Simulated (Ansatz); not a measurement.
Given:

Starting cell, Ni₃Si (Cu3Au type):

```xyz
4
Lattice="3.4611 0.0000 0.0000 0.0000 3.4611 0.0000 0.0000 0.0000 3.4611" Properties=species:S:1:pos:R:3 pbc="T T T"
Si     0.0000     0.0000     0.0000
Ni     0.0000     1.7305     1.7305
Ni     1.7305     0.0000     1.7305
Ni     1.7305     1.7305     0.0000
```

In this cell atom 4 (Ni, nearest neighbour Si at 2.447 Å; its periodic images, 3.5 Å or more away, move with it) is moved by s towards the nearest neighbour, unit vector (-0.707, -0.707, 0.000); all other atoms and the cell stay fixed.

All values below come from PBEsol (plane waves to 420 eV, PAW, scalar-relativistic; Ansatz, an electronic-structure program). k mesh 11×11×11 (Γ-centred), Fermi-Dirac smearing 0.05 eV. Energies are smeared free energies. Left out: 2 of 11 points, with atoms too close for the PAW data. With partly filled bands, energies and forces of such displacements shift with the k mesh and the smearing. At this level the bands of Ni3Si touch or barely overlap. Ni3Si is run without spin polarisation. Ni3Si was relaxed with its symmetry unable to fall. The zero of ΔE is the undisplaced structure.

The scan covers s from -0.584 to 0.584 Å in 9 points.

Task: Is this a single well or a double well?

Result: A single well with its minimum at or next to zero displacement.

Task: Is the energy the same for equal positive and negative displacements?

Result: Even: the same for both signs. With its periodic images moving along, the atom's site symmetry in this cell is 4/mmm.

Task: What force acts on the atom along the line at s = -0.584 Å?

Result: 9.02 eV/Å.

Task: What is the energy change at s = 0.584 Å?

Result: 2097 meV/cell.

Task: What is the force constant k = d²E/ds² of this move at s = 0?

Result: 9.88 eV/Å².

(A displaced cell: forces are minus the slopes of the energy, force constants its curvatures, and phonons follow from these.)
